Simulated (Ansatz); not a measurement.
Born–Oppenheimer molecular dynamics of a 20-atom HfNb$_{2}$O$_{7}$ cell at 14.07 Å³/atom, computed with Ansatz: Langevin thermostat at 1520 K, 250 steps of 2.0 fs, friction 0.03 1/fs. The run is short and the cell small, so it isn't an equilibrium average.

```yaml
crystal:
  lattice:
    - [6.400765, 0.192799, -0.052575]
    - [0.192799, 6.705311, -0.091376]
    - [-0.052575, -0.091376, 6.563838]
  atoms:
    - { symbol: Hf, position: [0.2489009036, 0.6580329646, 0.0441860072] }
    - { symbol: Hf, position: [0.0240333081, 0.2042949259, 0.3272605065] }
    - { symbol: O, position: [0.9455279814, 0.6675281316, 0.9297181355] }
    - { symbol: O, position: [0.5219903083, 0.1241526898, 0.9248347584] }
    - { symbol: O, position: [0.9869958403, 0.4701759196, 0.578565824] }
    - { symbol: O, position: [0.4217255263, 0.1694914898, 0.4938033721] }
    - { symbol: O, position: [0.6916867938, 0.7874717951, 0.5100353595] }
    - { symbol: O, position: [0.4616493581, 0.8767821896, 0.1520605655] }
    - { symbol: O, position: [0.066918792, 0.8289280913, 0.3003045657] }
    - { symbol: O, position: [0.0989828463, 0.0577047, 0.5600135932] }
    - { symbol: O, position: [0.2628535253, 0.4388477532, 0.2678895551] }
    - { symbol: O, position: [0.7016670464, 0.480459436, 0.2011100365] }
    - { symbol: O, position: [0.7525106863, 0.1079046274, 0.269494069] }
    - { symbol: O, position: [0.1222760919, 0.1583192566, 0.0573090491] }
    - { symbol: O, position: [0.3303031443, 0.4519098827, 0.878513813] }
    - { symbol: O, position: [0.2472553785, 0.7992548421, 0.7610997337] }
    - { symbol: Nb, position: [0.7523783303, 0.7429675326, 0.1762711462] }
    - { symbol: Nb, position: [0.4772975604, 0.2210417276, 0.1963198637] }
    - { symbol: Nb, position: [0.2919141863, 0.1625457664, 0.7403159836] }
    - { symbol: Nb, position: [0.9771483452, 0.7392442804, 0.6140638088] }
  symmetry: { detect: false }
basis:
  ecutwfc: 420
  xc_grid: 1
kpoints:
  mp_grid: { grid: [1, 1, 1], shift: [0.0, 0.0, 0.0] }
hamiltonian:
  xc: pbe
scf:
  occupations: { method: fermi_dirac, width: 0.131 }
  lower_state_search: "off"
  convergence: { dr2_threshold: 1.0e-05 }
output:
  forces: true
  stress: true
md:
  timestep: 2.0
  n_steps: 250
  ensemble: nvt_langevin
  friction: 0.03
  temperature: 1520.0
  initial_velocities: maxwell_boltzmann
  seed: 95273
```

```bash
ansatz run input.yaml --threads 2 --pin off --max-ram 5120MiB --backend cpu --events-out ev --progress --plain --runs-dir out
```

Theory: DFT PBE, scalar-relativistic, plane waves, PAW in Ansatz 0.2.0.

6 frames, positions in Å (not wrapped into the cell) and forces in eV/Å:

```xyz
20
Lattice="6.401 0.193 -0.053 0.193 6.705 -0.091 -0.053 -0.091 6.564" Properties=species:S:1:pos:R:3:forces:R:3 pbc="T T T" time_fs=0.0 temperature_K=1444 free_energy_over_first_frame_eV=0.000
Hf    1.718    4.456    0.217   -1.930    4.850    1.840
Hf    0.176    1.345    2.128   -0.630    2.480   -1.160
O     6.132    4.573    5.992   -2.690    1.000    1.340
O     3.316    0.849    6.032    0.890   -0.280   -1.010
O     6.378    3.290    3.703    0.590   -0.390   -1.410
O     2.706    1.173    3.204    0.820    0.950   -0.370
O     4.552    5.367    3.239    2.800   -0.300   -0.640
O     3.116    5.954    0.894    2.360   -2.030    0.430
O     0.572    5.544    1.892   -2.520   -2.180   -0.520
O     0.615    0.355    3.665   -2.850   -1.560    2.950
O     1.753    2.969    1.704    0.880   -0.570    0.340
O     4.573    3.339    1.239   -1.000    0.480   -0.460
O     4.823    0.844    1.719   -1.500   -0.210   -0.150
O     0.810    1.080    0.355    1.840   -0.710   -1.780
O     2.155    3.014    5.708    1.230   -5.320   -3.160
O     1.697    5.337    4.910    0.100    1.660   -0.080
Nb    4.950    5.111    1.050    0.020    1.240    2.400
Nb    3.087    1.556    1.243    0.370   -0.080   -0.910
Nb    1.861    1.079    4.829    1.210    1.480    2.840
Nb    6.365    5.089    3.912    0.040   -0.510   -0.490
20
Lattice="6.401 0.193 -0.053 0.193 6.705 -0.091 -0.053 -0.091 6.564" Properties=species:S:1:pos:R:3:forces:R:3 pbc="T T T" time_fs=100.0 temperature_K=1480 free_energy_over_first_frame_eV=-1.689
Hf    1.602    4.825    0.265   -1.990   -1.360   -2.310
Hf    0.366    1.698    2.069    0.860   -1.340   -0.180
O     5.520    5.264    6.000    1.870   -0.550   -3.320
O     3.558    1.371    5.348   -0.250   -0.970    1.390
O     6.392    3.179    3.552   -0.100    0.650   -1.370
O     2.800    1.333    2.952   -1.070   -0.020   -2.220
O     4.648    5.086    2.973   -0.130    0.570    1.730
O     3.122    5.693    0.996    1.520    1.650   -0.170
O     0.314    4.976    1.834    0.110   -0.150   -0.200
O     0.292    0.370    3.487    0.390    0.200    0.090
O     1.927    3.151    1.467    0.270   -0.950   -0.520
O     4.443    3.029    0.685    0.880    3.260    0.910
O     5.180    0.699    1.158   -1.910    0.310    0.790
O     1.321    0.790    0.287    0.790   -0.110    0.630
O     1.432    3.014    5.596    0.350   -1.400   -0.350
O     1.612    5.462    4.831   -0.680    0.020    0.110
Nb    4.869    5.013    1.029   -0.630   -1.460    1.280
Nb    3.395    1.526    1.059   -0.610   -0.500    2.640
Nb    1.826    1.247    4.985   -0.900    0.860   -1.280
Nb    6.342    5.017    3.758    1.240    1.280    2.360
20
Lattice="6.401 0.193 -0.053 0.193 6.705 -0.091 -0.053 -0.091 6.564" Properties=species:S:1:pos:R:3:forces:R:3 pbc="T T T" time_fs=200.0 temperature_K=1975 free_energy_over_first_frame_eV=-1.524
Hf    1.693    4.984    0.100    1.950   -1.990   -0.320
Hf    0.488    1.495    2.121    0.340    0.750    1.530
O     5.918    5.358    6.007    0.240   -0.300   -1.440
O     3.457    1.334    5.871   -0.170    0.550    0.360
O     6.345    3.443    3.140    0.640    1.010   -0.410
O     2.268    1.236    3.360    1.870    0.950   -2.850
O     5.053    5.557    3.049   -2.710    1.070    1.760
O     3.605    5.760    0.982   -2.760    0.820   -1.290
O     0.808    5.399    1.680   -2.600    0.300    3.680
O     0.025    0.554    4.043    0.160   -0.400   -0.210
O     2.040    3.146    1.589    0.860   -2.230   -1.070
O     4.570    3.196    1.153    0.940    2.060   -0.860
O     5.034    0.887    1.843    1.140   -0.400   -0.050
O     1.483    0.426    0.492   -0.640    2.610   -0.680
O     0.729    2.982    5.709    2.520   -0.970   -0.900
O     2.017    5.656    4.607   -1.760   -0.850    1.310
Nb    5.186    5.073    1.283    1.630   -2.540   -1.770
Nb    3.502    1.648    1.195   -2.820    0.590   -1.580
Nb    1.640    1.210    5.028   -1.700    0.970    2.590
Nb    6.521    5.213    3.995    2.900   -2.010    2.220
20
Lattice="6.401 0.193 -0.053 0.193 6.705 -0.091 -0.053 -0.091 6.564" Properties=species:S:1:pos:R:3:forces:R:3 pbc="T T T" time_fs=300.0 temperature_K=1647 free_energy_over_first_frame_eV=-2.714
Hf    1.753    5.170    0.370    0.490   -2.030   -2.900
Hf    0.383    1.544    2.242   -0.630   -2.550   -0.160
O     6.164    4.823    6.020   -0.760    0.990   -1.390
O     3.778    1.510    5.716   -1.190   -1.000   -0.440
O     6.273    3.437    2.851    1.430    2.270    1.440
O     2.403    1.064    3.004   -0.740    1.320    0.710
O     4.637    5.107    3.374    2.010    0.690    0.240
O     3.398    5.822    1.090    2.310    0.720   -0.650
O     0.735    5.353    1.878   -2.970    0.720    3.530
O     0.160    1.038    4.301   -0.400   -0.270   -1.310
O     2.510    3.227    1.200   -2.300   -0.190   -0.250
O     4.744    3.110    1.094    1.460    1.530   -0.790
O     4.942    0.706    1.927    1.310    0.230   -0.630
O     1.324    0.856    0.446    1.140   -0.360   -0.750
O     1.392    3.141    5.115    0.570    0.500   -1.030
O     1.873    5.813    4.684   -0.680   -1.390    0.590
Nb    5.049    4.965    1.585    0.600   -1.040    1.220
Nb    3.473    1.575    0.952   -0.030    1.310    2.780
Nb    1.936    1.327    4.880   -0.890   -0.560   -1.870
Nb    6.747    4.904    4.160   -0.740   -0.900    1.670
20
Lattice="6.401 0.193 -0.053 0.193 6.705 -0.091 -0.053 -0.091 6.564" Properties=species:S:1:pos:R:3:forces:R:3 pbc="T T T" time_fs=400.0 temperature_K=1535 free_energy_over_first_frame_eV=-0.890
Hf    1.779    5.461    0.482   -0.680    0.520   -0.360
Hf    0.556    1.802    1.996   -0.390   -0.750   -0.640
O     6.150    5.078    6.439    0.000   -0.310   -1.790
O     3.932    1.354    5.690   -2.980    1.510    1.330
O     6.332    3.709    2.689    1.970    1.200    0.370
O     2.389    1.910    3.005    3.440   -0.120   -2.240
O     4.979    5.261    3.535    0.850    1.150    0.450
O     3.676    6.226    0.673    0.270   -0.180    2.330
O     0.701    6.198    2.015    0.810   -1.010    0.680
O     0.263    1.375    3.932    1.070   -1.700    1.970
O     2.100    3.640    0.990    0.650   -2.800    1.420
O     4.483    3.508    1.040   -2.250   -1.540   -1.500
O     5.139    1.486    1.712   -3.640   -2.000   -0.270
O     1.496    1.038    0.183    0.380    1.580    1.860
O     1.282    3.274    5.246   -0.240    0.320   -2.410
O     1.894    5.952    4.983   -0.870   -0.100   -1.840
Nb    5.103    5.036    1.424    1.990    3.870    2.400
Nb    3.392    1.709    0.994    3.800    1.520   -3.580
Nb    2.002    1.329    4.692   -2.590   -0.920    2.210
Nb    6.790    4.884    4.256   -1.580   -0.230   -0.400
20
Lattice="6.401 0.193 -0.053 0.193 6.705 -0.091 -0.053 -0.091 6.564" Properties=species:S:1:pos:R:3:forces:R:3 pbc="T T T" time_fs=500.0 temperature_K=1240 free_energy_over_first_frame_eV=-3.094
Hf    1.941    5.406    0.553    2.510   -2.110    0.300
Hf    0.494    1.753    2.074   -1.260    1.180    0.000
O     6.372    4.892    6.383   -1.030    0.810   -0.140
O     3.594    1.602    5.734   -1.620    0.020   -0.440
O     6.200    3.743    2.623    0.250    0.960   -0.350
O     2.429    1.692    2.859   -0.510   -1.660    2.530
O     5.107    5.455    3.682   -0.820    1.740    0.940
O     3.712    6.154    1.193   -2.940   -0.460   -0.860
O     0.878    6.166    1.840   -2.230    0.350    2.700
O    -0.128    1.070    4.208    4.020   -0.230   -0.230
O     2.183    3.559    1.436   -0.920    1.450   -1.340
O     4.517    3.641    0.874    0.990    1.080   -0.080
O     4.990    1.088    1.745    1.520    0.250    0.480
O     1.234    1.408    0.228    1.150   -0.220   -0.780
O     1.187    3.259    4.698    1.980   -0.560    0.920
O     1.954    6.002    5.006    0.270   -0.910    0.000
Nb    5.258    5.452    1.826    3.090   -1.510   -0.260
Nb    3.519    2.131    0.995   -0.460    0.010   -0.180
Nb    1.770    1.302    4.780   -1.710    0.930   -0.020
Nb    6.821    5.062    4.596   -2.280   -1.100   -3.190
```

Over the second half the temperature averages 1574 K and the pressure (kinetic part included, positive in compression) 1.4 GPa. Mean square displacements at the end: Hf 0.22 Å², Nb 0.43 Å², O 0.49 Å² (from the start of this run, the atoms' common shift taken off).

One k point is coarse for so small a cell, so forces and above all the pressure are rough.

Time: 4 min on 2 threads of Arm Neoverse V2, on a shared host, peak memory 0.42 GiB.